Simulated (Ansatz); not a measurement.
The relaxed structure here is a generated cell of Co2Si: the first start was made by placing the elements on the sites of a structure type, and the end was not matched to a known phase here, so it may be hypothetical.

A relaxed structure of Co2Si. Space group Cm (No. 8). The numbers are results of PBEsol (plane waves to 420 eV, PAW, scalar-relativistic; Ansatz, an electronic-structure program), not measurements.

```cif
data_Co16Si8
_chemical_formula_sum 'Si8 Co16'
_space_group_name_H-M_alt 'Cm'
_space_group_IT_number 8
_space_group_name_Hall 'C -2y'
_cell_length_a 7.55823
_cell_length_b 3.46001
_cell_length_c 9.92688
_cell_angle_alpha 90.000
_cell_angle_beta 105.625
_cell_angle_gamma 90.000
loop_
_space_group_symop_operation_xyz
  'x, y, z'
  'x, -y, z'
  'x+1/2, y+1/2, z'
  'x+1/2, -y+1/2, z'
loop_
_atom_site_label
_atom_site_type_symbol
_atom_site_symmetry_multiplicity
_atom_site_Wyckoff_symbol
_atom_site_fract_x
_atom_site_fract_y
_atom_site_fract_z
_atom_site_occupancy
Si1 Si 2 a 0.21781 0.00000 0.74854 1
Si2 Si 2 a 0.41143 0.50000 0.18648 1
Si3 Si 2 a 0.19835 0.00000 0.99893 1
Si4 Si 2 a 0.23409 0.00000 0.48603 1
Co1 Co 2 a 0.38732 0.50000 0.66801 1
Co2 Co 2 a 0.03278 0.50000 0.08523 1
Co3 Co 2 a 0.37108 0.50000 0.91915 1
Co4 Co 2 a 0.07789 0.50000 0.34012 1
Co5 Co 2 a 0.06398 0.50000 0.58438 1
Co6 Co 2 a 0.24183 0.00000 0.23752 1
Co7 Co 2 a 0.04607 0.50000 0.83348 1
Co8 Co 2 a 0.40119 0.50000 0.42041 1
```
(The calculation used a cell of 12 atoms; values per cell refer to that cell.)

What magnetic moment does PBEsol give?

Net 0.46 μB/atom, ferromagnetic.

Spin state reached: ferromagnetic (net 0.46 μB/atom), from parallel starting moments; other spin orders were not run from this start.

It was reached from a disturbed copy of a P4₂/mnm (No. 136) cell, against which it lies -0.83 eV/atom.
